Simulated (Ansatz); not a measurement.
Every step of a relaxation of Br (hcp type)

DFT, PBEsol, PAW with Ansatz's default frozen-core files, scalar-relativistic (Ansatz 0.2.0); a Γ-centred 14×14×8 k mesh, Fermi–Dirac smearing of 0.1 eV, no spin polarisation. The run relaxes shape and atoms at held volume.

Command: `ansatz run input.yaml --threads 1 --pin off --max-ram 2048MiB --backend cpu --events-out ev --progress --plain --runs-dir out` It took 19 s on 1 thread of Arm Neoverse V1, on a shared host, peak memory 0.33 GiB.

PAW: frozen-core files, cutoff 420 eV; forces are relaxed below 0.005 eV/Å.

Each step lists its free energy a cell above the last geometry, the pressure, the cell vectors (Å), and Cartesian positions (Å) with forces (eV/Å).

The first step:

```
step 1  dF = 338.28 meV  P = 38.8 GPa
  cell 3.2904 0.0000 0.0000  -1.6452 2.8496 0.0000  0.0000 0.0000 3.7621
  Br 0.0000 1.8997 0.9405   0.0000 0.0000 0.0000
  Br 1.6452 0.9499 2.8216   0.0000 0.0000 0.0000
```

The PAW files were made under PBE. The structure type is held throughout; the real material can change phase at far lower pressure.

The symmetry of the start is kept and no stability test is made, so the end need not be the stable phase.

Q: Where does the relaxation end, and by which steps?

A: After 5 geometries, with conventional a, b, c = 3.081, 3.081, 4.291 Å, at 17.638 Å³/atom and 29.5 GPa in space group P6_3/mmc, with a shortest distance of 2.787 Å. The further steps:
```
step 2  dF = 137.91 meV  P = 35.0 GPa
  cell 3.2122 0.0000 0.0000  -1.6061 2.7818 0.0000  0.0000 0.0000 3.9477
  Br 0.0000 1.8545 0.9869   0.0000 0.0000 0.0000
  Br 1.6061 0.9273 2.9608   0.0000 0.0000 0.0000
step 3  dF = 26.17 meV  P = 31.6 GPa
  cell 3.1376 0.0000 0.0000  -1.5688 2.7172 0.0000  0.0000 0.0000 4.1375
  Br 0.0000 1.8115 1.0344   0.0000 0.0000 0.0000
  Br 1.5688 0.9057 3.1031   0.0000 0.0000 0.0000
step 4  dF = 0.08 meV  P = 29.6 GPa
  cell 3.0840 0.0000 0.0000  -1.5420 2.6708 0.0000  0.0000 0.0000 4.2827
  Br 0.0000 1.7805 1.0707   0.0000 0.0000 0.0000
  Br 1.5420 0.8903 3.2120   0.0000 0.0000 0.0000
step 5  dF = 0.00 meV  P = 29.5 GPa
  cell 3.0810 0.0000 0.0000  -1.5405 2.6682 0.0000  0.0000 0.0000 4.2909
  Br 0.0000 1.7788 1.0727   0.0000 0.0000 0.0000
  Br 1.5405 0.8894 3.2182   0.0000 0.0000 0.0000
step 6  dF = -0.93 meV  P = 29.5 GPa  (same geometry on a basis chosen anew; earlier energies don't compare to the last digit)
  cell 3.0810 0.0000 0.0000  -1.5405 2.6682 0.0000  0.0000 0.0000 4.2909
  Br 0.0000 1.7788 1.0727   0.0000 0.0000 0.0000
  Br 1.5405 0.8894 3.2182   0.0000 0.0000 0.0000
```
